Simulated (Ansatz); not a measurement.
Sn$_{3}$Ge in space group P-4m2 (No. 115; Ge on 1a, Sn on 2g, Sn on 1c), PBEsol in the plane-wave PAW code Ansatz, all energies at zero smearing, with the estimated change up to a 700 eV cutoff added, with one set of potentials and settings (totals compare only within such a set). Cell of 4 atoms (1 Ge, 3 Sn): -22102.832 eV.

```csv
element,reference phase,E (eV/atom)
Ge,"Fd-3m, 2 atoms in the cell",-4253.5039
Sn,"I4_1/amd, 2 atoms in the cell",-5949.8528
```

Formation energy per atom, worked out: (-22102.832 − 1×(-4253.5039) − 3×(-5949.8528))/4 = 0.057 eV/atom (6 kJ per mol of atoms), at 0 K, without zero-point energy or fitted corrections.

The start of the workflow was typed in or built on a structure type; neither database checked (COD, Materials Project) lists it. Whether it is the stable phase at ambient conditions was not checked. Symmetry was held in the PBEsol relaxation; its stability against distortions is not shown here. The references are the lowest solids computed at this level, not always the standard phases. Scalar-relativistic: spin–orbit coupling is off unless named, which matters more the heavier the elements.

Potentials: the earlier of the program's two PAW sets. The files were generated under PBE; for other functionals the program regenerates the frozen cores, and for LDA and PBEsol the local potential too.
